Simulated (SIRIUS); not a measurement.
SIRIUS run on ZnS (F-43m, 8 atoms in the cell; from Materials Project mp-10695, changed as shown): self-consistent single point.

All values come from this method and carry its errors: PBE, SSSP 1.1.2 efficiency PBE pseudopotentials (plane waves; SIRIUS).

The change in words: lattice scaled by 1.02. Reference geometry (F-43m):
```yaml
crystal:
  lattice:
    - [5.38737, 0.00000, 0.00000]
    - [0.00000, 5.38737, 0.00000]
    - [0.00000, 0.00000, 5.38737]
  atoms:
    - { symbol: Zn, position: [0.00000, 0.00000, 0.00000] }
    - { symbol: Zn, position: [0.00000, 0.50000, 0.50000] }
    - { symbol: Zn, position: [0.50000, 0.00000, 0.50000] }
    - { symbol: Zn, position: [0.50000, 0.50000, 0.00000] }
    - { symbol: S, position: [0.25000, 0.25000, 0.75000] }
    - { symbol: S, position: [0.25000, 0.75000, 0.25000] }
    - { symbol: S, position: [0.75000, 0.25000, 0.25000] }
    - { symbol: S, position: [0.75000, 0.75000, 0.75000] }
```

Reference input (self-consistent single point, DFT, PBE, plane waves, SSSP 1.1.2 efficiency PBE pseudopotentials): parameters.ngridk = 4 4 4; parameters.xc_functionals = [XC_GGA_X_PBE, XC_GGA_C_PBE]; parameters.gk_cutoff = 8.062 1/bohr; parameters.pw_cutoff = 25.496 1/bohr; parameters.smearing = fermi_dirac; parameters.smearing_width = 0.000367493 Ha; potentials = SSSP 1.1.2 efficiency PBE pseudopotentials; parameters.electronic_structure_method = pseudopotential; parameters.num_bands = 62; parameters.num_mag_dims = 0; parameters.num_dft_iter = 100; parameters.energy_tol = 1e-07 Ha. This run's input differs from it in these lines:

```diff
@@ -32,7 +32,7 @@
     "lattice_vectors": [
-      [0.9999999835, 0.0, 0.0],
-      [0.0, 0.9999999835, 0.0],
-      [0.0, 0.0, 0.9999999835]
+      [1.0000000147, 0.0, 0.0],
+      [0.0, 1.0000000147, 0.0],
+      [0.0, 0.0, 1.0000000147]
     ],
-    "lattice_vectors_scale": 10.180654,
+    "lattice_vectors_scale": 10.384266,
     "atom_coordinate_units": "lattice",
```

Output (repeated stretches shortened):

```
[find] density tolerance         : 1e-06
[find] total energy tolerance    : 1e-07
[find] iter_solver_tol (initial) : 0.01
[find] iter_solver_tol (target)  : 1e-13
[find] num_dft_iter              : 100
Charges and magnetic moments
--------------------------------------------------------------------------------
total charge          : 104.000000
[find] | SCF iteration   0 out of 100|
[diagonalize] iterative solver tolerance (occupied, empty): 0.01 0.01
[diagonalize] average number of iterations: 2.8
[find] Charges and magnetic moments
[find] total charge          : 104.000000
[find] Energy
   [... lines left out ...]

[find] Charges and magnetic moments
[find] total charge          : 104.000000
[find] Energy
[find] smearing (-TS)                 :      -0.00000000
[find] Total energy                   :    -971.54124662 (Ha),   -1943.08249324 (Ry)
[find] Free energy (E-TS)             :    -971.54124662 (Ha),   -1943.08249324 (Ry)
[find] band gap (eV)                  :       1.89087299
[find] Efermi                         :       0.27930754
[find] iteration : 12, RMS (target) : 4.1460e-07 (1.0000e-06) , energy difference (target) : -8.2309e-11 (1.0000e-07)
[find] bands are converged : true
[find] iterative solver converged : true
[find] converged after 13 SCF iterations!
[find] Charges and magnetic moments
[find] total charge          : 104.000000
[find] Energy
[find] smearing (-TS)                 :      -0.00000000
[find] Total energy                   :    -971.54124662 (Ha),   -1943.08249324 (Ry)
[find] Free energy (E-TS)             :    -971.54124662 (Ha),   -1943.08249324 (Ry)
[find] band gap (eV)                  :       1.89087299
[find] Efermi                         :       0.27930754
[ground_state] === stress tensor components [kbar] ===
[ground_state] === stress_total ===
[ground_state]    18.441011    0.000000    0.000000
[ground_state]     0.000000   18.441011   -0.000000
[ground_state]     0.000000   -0.000000   18.441011
[ground_state] ==== total Forces in Ha/bohr =====
[ground_state] atom:    0, force:      -0.0000000     -0.0000000     -0.0000000
   [... zero for the other atoms too ...]
```

The run converged in 13 iterations. SIRIUS prints the stress tensor with tension positive. Against the reference run the free energy goes down by 1.8 meV/atom, the pressure goes from 2.33 to -1.84 GPa and the gap on the mesh goes from 2.145 to 1.891 eV.

The structure comes from a collection of computed structures, made at another level of theory; the collection holds predicted forms beside known ones.

Cost on one core: around 4 core-minutes (rough).

The gap that the log prints is read on the run's mesh, which can miss the band edges or a crossing.
